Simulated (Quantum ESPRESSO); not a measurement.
# Al4CP2S: input and log of a self-consistent run

Computed values, not a measurement. The program is pw.x of Quantum ESPRESSO 7.5 (plane-wave density functional theory). The cell is made up: 8 atoms on a zincblende/diamond lattice, with randomly drawn elements, strain and displacements, not relaxed. PseudoDojo standard norm-conserving files (v0.5 for PBE, v0.4.1 for LDA and PBEsol) set the functional; there is no spin polarisation, spin-orbit coupling or dispersion term, and the masses in the input are unused placeholders.

Input:

```
&control calculation='scf', pseudo_dir='./dojo.nc.sr.pbe.v0_5.standard.upf', outdir='./o', disk_io='medium', tprnfor=.true., tstress=.true. /
&system ibrav=0, nat=8, ntyp=4, nbnd=22, ecutwfc=99.00267394, nosym=.true., tot_charge=0,
 occupations='smearing', smearing='fd', degauss=0.0018374661
/
&electrons conv_thr=7.350e-09, electron_maxstep=60, /
ATOMIC_SPECIES
Al 1.0 Al.upf
C 1.0 C.upf
P 1.0 P.upf
S 1.0 S.upf
CELL_PARAMETERS angstrom
5.5586 -0.0847 -0.057
-0.0847 5.3962 0.0192
-0.057 0.0192 5.4523
ATOMIC_POSITIONS angstrom
Al 0.0552 -0.0516 0.053
Al 0.0502 2.7076 2.7385
Al 2.58 0.0149 2.7393
Al 2.6761 2.6567 0.0385
C 1.2733 1.2835 1.3586
P 1.3983 4.0553 3.9808
P 4.1876 1.4741 4.0572
S 4.14 3.9289 1.4415
K_POINTS automatic
6 6 6 1 1 1
```

The log is shortened where brackets say so; the opening notice, blank lines, dates and the lines on written files are dropped, and the path of the files is cut. It prints rydbergs, bohrs and kilobars, and counts compression as positive stress.

```
     Program PWSCF v.7.5
     Parallel version (MPI & OpenMP), running on       1 processor cores
     Number of MPI processes:                 1
     Threads/MPI process:                     1
     [start-up lines left out]
     bravais-lattice index     =            0
     lattice parameter (alat)  =      10.5060  a.u.
     unit-cell volume          =    1103.2512 (a.u.)^3
     number of atoms/cell      =            8
     number of atomic types    =            4
     number of electrons       =        32.00
     number of Kohn-Sham states=           22
     kinetic-energy cutoff     =      99.0027  Ry
     charge density cutoff     =     396.0107  Ry
     scf convergence threshold =      7.3E-09
     mixing beta               =       0.7000
     number of iterations used =            8  plain     mixing
     Exchange-correlation= PBE
                           (   1   4   3   4   0   0   0)
     [axes and pseudopotential details left out]
   Cartesian axes
     site n.     atom                  positions (alat units)
         1        Al     tau(   1) = (   0.0099289  -0.0092813   0.0095332  )
         2        Al     tau(   2) = (   0.0090295   0.4870189   0.4925769  )
         3        Al     tau(   3) = (   0.4640674   0.0026801   0.4927208  )
         4        Al     tau(   4) = (   0.4813530   0.4778635   0.0069250  )
         5        C      tau(   5) = (   0.2290298   0.2308645   0.2443728  )
         6        P      tau(   6) = (   0.2515137   0.7294312   0.7160308  )
         7        P      tau(   7) = (   0.7532281   0.2651480   0.7297729  )
         8        S      tau(   8) = (   0.7446663   0.7066955   0.2592842  )
     number of k points=   108  Fermi-Dirac smearing, width (Ry)=  0.0018
     Number of k-points >= 100: set verbosity='high' to print them.
     Dense  grid:   146817 G-vectors     FFT dimensions: (  72,  72,  72)
     Estimated max dynamical RAM per process >     174.97 MB
     Initial potential from superposition of free atoms
     starting charge      31.9899, renormalised to      32.0000
     Starting wfcs are   32 randomized atomic wfcs
     total cpu time spent up to now is       51.2 secs
     per-process dynamical memory:   141.9 Mb
     Self-consistent Calculation
     iteration #  1     ecut=    99.00 Ry     beta= 0.70
     Davidson diagonalization with overlap
     ethr =  1.00E-02,  avg # of iterations =  3.5
     total cpu time spent up to now is      157.3 secs
     total energy              =     -79.87756045 Ry
     estimated scf accuracy    <       1.10305097 Ry
     iteration #  2     ecut=    99.00 Ry     beta= 0.70
     Davidson diagonalization with overlap
     ethr =  3.45E-03,  avg # of iterations =  4.4
     total cpu time spent up to now is      272.6 secs
     total energy              =     -79.80787510 Ry
     estimated scf accuracy    <       3.25773101 Ry
     iteration #  3     ecut=    99.00 Ry     beta= 0.70
     Davidson diagonalization with overlap
     ethr =  3.45E-03,  avg # of iterations =  3.9
     total cpu time spent up to now is      361.8 secs
     total energy              =     -80.40366770 Ry
     estimated scf accuracy    <       0.06803041 Ry
     iteration #  4     ecut=    99.00 Ry     beta= 0.70
     Davidson diagonalization with overlap
     ethr =  2.13E-04,  avg # of iterations =  5.5
     total cpu time spent up to now is      472.1 secs
     total energy              =     -80.41390404 Ry
     estimated scf accuracy    <       0.01473572 Ry
     iteration #  5     ecut=    99.00 Ry     beta= 0.70
     Davidson diagonalization with overlap
     c_bands:  1 eigenvalues not converged
     ethr =  4.60E-05,  avg # of iterations =  6.7
     total cpu time spent up to now is      609.0 secs
     total energy              =     -80.41762678 Ry
     estimated scf accuracy    <       0.00169277 Ry
     [iterations 6 to 7 left out]
     iteration #  8     ecut=    99.00 Ry     beta= 0.70
     Davidson diagonalization with overlap
     ethr =  3.08E-07,  avg # of iterations =  1.8
     total cpu time spent up to now is      984.3 secs
     total energy              =     -80.41777727 Ry
     estimated scf accuracy    <       0.00003105 Ry
     iteration #  9     ecut=    99.00 Ry     beta= 0.70
     Davidson diagonalization with overlap
     ethr =  9.70E-08,  avg # of iterations =  3.4
     total cpu time spent up to now is     1085.7 secs
     total energy              =     -80.41778666 Ry
     estimated scf accuracy    <       0.00000357 Ry
     iteration # 10     ecut=    99.00 Ry     beta= 0.70
     Davidson diagonalization with overlap
     ethr =  1.12E-08,  avg # of iterations =  2.0
     total cpu time spent up to now is     1186.1 secs
     total energy              =     -80.41778693 Ry
     estimated scf accuracy    <       0.00000059 Ry
     iteration # 11     ecut=    99.00 Ry     beta= 0.70
     Davidson diagonalization with overlap
     ethr =  1.84E-09,  avg # of iterations =  4.0
     total cpu time spent up to now is     1308.4 secs
     total energy              =     -80.41778711 Ry
     estimated scf accuracy    <       0.00000002 Ry
     iteration # 12     ecut=    99.00 Ry     beta= 0.70
     Davidson diagonalization with overlap
     ethr =  7.16E-11,  avg # of iterations =  4.0
     total cpu time spent up to now is     1458.0 secs
     End of self-consistent calculation
     [lines on levels left out]
!    total energy              =     -80.41778712 Ry
     estimated scf accuracy    <          3.2E-09 Ry
     smearing contrib. (-TS)   =      -0.00000000 Ry
     internal energy E=F+TS    =     -80.41778712 Ry
     The total energy is F=E-TS. E is the sum of the following terms:
     one-electron contribution =       5.93385101 Ry
     hartree contribution      =      10.65360459 Ry
     xc contribution           =     -26.99926321 Ry
     ewald contribution        =     -70.00597950 Ry
     convergence has been achieved in  12 iterations
     Forces acting on atoms (cartesian axes, Ry/au):
     atom    1 type  1   force =     0.04987075    0.08969327    0.02411991
     atom    2 type  1   force =     0.04963624   -0.08961332   -0.07346691
     atom    3 type  1   force =     0.03295245    0.15124671   -0.10394426
     atom    4 type  1   force =    -0.03855126   -0.08135873    0.03714829
     atom    5 type  2   force =     0.01876359    0.00071431    0.00273839
     atom    6 type  3   force =    -0.05417464   -0.03625494    0.10436429
     atom    7 type  3   force =    -0.03843565   -0.06172927    0.02772033
     atom    8 type  4   force =    -0.02006147    0.02730195   -0.01868004
     Total force =     0.307101     Total SCF correction =     0.000087
     Computing stress (Cartesian axis) and pressure
          total   stress  (Ry/bohr**3)                   (kbar)     P=      -60.65
  -0.00045341   0.00024534  -0.00003228          -66.70       36.09       -4.75
   0.00024534  -0.00038781  -0.00020189           36.09      -57.05      -29.70
  -0.00003228  -0.00020189  -0.00039569           -4.75      -29.70      -58.21
     init_run     :     46.05s CPU     51.07s WALL (       1 calls)
     electrons    :   1364.64s CPU   1406.79s WALL (       1 calls)
     forces       :     22.69s CPU     22.91s WALL (       1 calls)
     stress       :     72.71s CPU     76.49s WALL (       1 calls)
     [timing details left out]
     PWSCF        :  25m 6.62s CPU  25m58.52s WALL
     JOB DONE.
```

In other units: free energy -1094.140 eV for the cell, pressure -6.07 GPa, largest force component 3.889 eV/Å. This run is the check on a run of the same cell at 1116 eV and a 4 x 4 x 4 mesh: rerunning at 1347 eV and a 6 x 6 x 6 mesh moved values by no more than 0.004 eV in energy, 0.02 GPa in stress and 0.002 eV/Å in force.